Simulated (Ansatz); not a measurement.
CdSe (zinc blende), relaxed with HSE06 (Ansatz, a first-principles code, plane waves, PAW): a = b = c = 6.144 Å, α = β = γ = 90.00°.

```
Item                  Value
--------------------  -----
gap (eV)               1.47
B₀ by P(V) fit (GPa)   50.4
```

Question: The same phase is relaxed and computed with PBE in the same code. What are the cell and these values now?

Answer: a = b = c = 6.1963 Å, α = β = γ = 90.00°.

* **gap (eV)**: 0.49
* **B₀ by P(V) fit (GPa)**: 44.7

All cells were relaxed under the symmetry of their starts (and spin orders); stability against distortions was not tested throughout. Scalar-relativistic: spin–orbit coupling is off unless named, which matters more the heavier the elements.

Potentials: the later of the program's two PAW sets.

Ansatz is a plane-wave DFT program.
